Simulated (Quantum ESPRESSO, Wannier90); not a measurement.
**GeS₂ (P4₂/nmc), plane waves to Wannier functions**

```
begin unit_cell_cart
ang
    3.4873500000    0.0000000000    0.0000000000
    0.0000000000    3.4873500000    0.0000000000
    0.0000000000    0.0000000000   11.3804300000
end unit_cell_cart
begin atoms_frac
Ge   0.0000000000  0.0000000000  0.5000000000
Ge   0.5000000000  0.5000000000  0.0000000000
S    0.0000000000  0.5000000000 -0.1234600000
S    0.0000000000  0.5000000000  0.3765400000
S    0.5000000000  0.0000000000 -0.3765400000
S    0.5000000000  0.0000000000  0.1234600000
end atoms_frac
```

Materials Project entry mp-1071032; symmetrised, unrelaxed at this level. Not found in the COD (Crystallography Open Database) copy used, which has the formula in other groups; not checked further. Method: PBEsol plane waves in Quantum ESPRESSO 7.5 (PseudoDojo norm-conserving files, 63 Ry, no spin polarisation, no spin-orbit coupling), Bloch states on a 8×8×4 mesh through Γ, Wannier90 4.0.1. Density: 10×10×4 mesh, Gaussian smearing 0.01 Ry. The cell is built of weakly bound layers, chains or molecules. Database cells relaxed without dispersion often hold them too far apart, which can enlarge gaps and weakens couplings between them; spacing and stacking were not compared with the measured crystal. Spin-orbit coupling, left out, would split the p-like bands by a few tenths of an eV.

A tight-binding model is made by disentanglement and projection with no localisation steps (num_iter = 0), so the 24 orbitals stay atom-like: hydrogen-like Ge: s;p; S: s;p, axes along x, y, z; frozen window up to 2.51 eV relative to the valence-band maximum. It follows pw.x to 1.6 meV rms for states up to 2.0 eV relative to the valence-band maximum. Matrix elements depend on this choice of orbitals and windows.

Question: What are the on-site energies relative to the valence-band maximum, and how fast do the hoppings decay?

Answer: 
```csv
atom,orbitals,energy (eV)
Ge1,s,-5.25
Ge1,pz,1.78
Ge1,px py,1.45
Ge2,s,-5.25
Ge2,pz,1.77
Ge2,px py,1.45
S3,s,-10.84
S3,pz,-1.35
S3,px,-1.22
S3,py,-1.19
S4,s,-10.84
S4,pz,-1.35
S4,px,-1.19
S4,py,-1.22
S5,s,-10.84
S5,pz,-1.35
S5,px,-1.22
S5,py,-1.19
S6,s,-10.84
S6,pz,-1.35
S6,px,-1.19
S6,py,-1.22
```

```tsv
distance of the centres (Å)	largest modulus (eV)
2–3	2.1
3–4	0.67
4–5	0.087
5–6	0.24
6–7	0.059
7–8	0.023
8–9	0.031
9–10	0.0084
10–11	0.015
11–12	0.0025
12–13	0.0051
```
